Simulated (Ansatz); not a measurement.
PbSe (rock salt, Fm-3m), the program Ansatz at the PBEsol level (PAW). The conduction-band minimum lies at L, with 4 equivalent valleys. Second derivatives d²E/dk² of the lowest band at one valley (eV·Å²), along Cartesian directions:

| direction | d²E/dk² |
|---|---|
| [100] | 84.05 |
| [010] | 84.05 |
| [001] | 84.05 |
| [110] | 100.9 |
| [101] | 67.30 |
| [011] | 67.30 |

Problem. Find the principal effective masses, the density-of-states mass and the conductivity mass.

Solution. Off-diagonal terms follow from H_xy = H[110] − (H_xx + H_yy)/2, and m*/mₑ = 7.620 eV·Å² over each eigenvalue: 0.065, 0.11, 0.11. One valley's DOS mass (m₁m₂m₃)^(1/3) = 0.094, conductivity mass 3/(Σ 1/mᵢ) = 0.091 mₑ.

Problem. What effective density of states Nc follows at 300 K for parabolic valleys?

Solution. Nc = 2.509e19 × 4 × (0.094)^(3/2) ≈ 2.9e18 cm⁻³.

Symmetry was held in the PBEsol relaxation. Scalar-relativistic: spin–orbit coupling is off unless named, which matters more the heavier the elements.

Potentials: the later of the program's two PAW sets.

Edges and masses are those of Kohn–Sham bands, whose gap is no quasiparticle gap.
